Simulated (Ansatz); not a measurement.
InP:
```
InP
1.0
    4.13899     0.00000     0.00000
   -2.06950     3.58447     0.00000
    0.00000     0.00000     9.35163
In P
3 3
Direct
  0.50055   0.00000   0.66667
  0.00000   0.50055   0.33333
  0.49945   0.49945   0.00000
  0.50029   0.00000   0.16667
  0.00000   0.50029   0.83333
  0.49971   0.49971   0.50000
```

Relaxed with r²SCAN.

**Question.** Give the Bader charges and basin volumes of the independent atoms, DFT-r²SCAN in the program Ansatz with PAW potentials.

**Answer.** 

```
atom  Bader charge (e)  Bader volume (Å³)
----  ----------------  -----------------
In1              +0.96               19.8
P4               -0.96               26.4
```

Space group P6_222. The start of the workflow was typed in or built on a structure type; neither database checked (COD, Materials Project) lists it. It is not the phase usual at ambient conditions (space group No. 216). The cell was relaxed with r²SCAN under the symmetry of its start; whether a distortion lowers the energy is not shown.

Potentials: the earlier of the program's two PAW sets.
